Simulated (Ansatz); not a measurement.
PbS:
```xyz
2
Lattice="0.0000 3.2716 3.2716 3.2716 0.0000 3.2716 3.2716 3.2716 0.0000" Properties=species:S:1:pos:R:3 pbc="T T T"
S      1.6358     1.6358     1.6358
Pb     0.0000     0.0000     0.0000
```

Cartesian axes are those of the cell as given.

Question: Give the high-frequency dielectric tensor and the Born effective charge tensors of the independent atoms from DFPT, plane-wave PAW PBEsol (Ansatz code).

Answer: 
ε∞:
```
7.43  0.00  0.00
0.00  7.43  0.00
0.00  0.00  7.43
```
Z* of atom 1 (S), rows: field, columns: displacement, in e:
```
-2.34   0.00   0.00
 0.00  -2.34   0.00
 0.00   0.00  -2.34
```
Z* of atom 2 (Pb), rows: field, columns: displacement, in e:
```
2.34  0.00  0.00
0.00  2.34  0.00
0.00  0.00  2.34
```

Space group F-43m (zinc blende). The start of the workflow was typed in or built on a structure type; neither database checked (COD, Materials Project) lists it. It is not the phase usual at ambient conditions (space group No. 225). The PBEsol relaxation kept the symmetry of its start. At this level the phase is mechanically unstable. Scalar-relativistic: spin–orbit coupling is off unless named, which matters more the heavier the elements.

Potentials: the later of the program's two PAW sets.
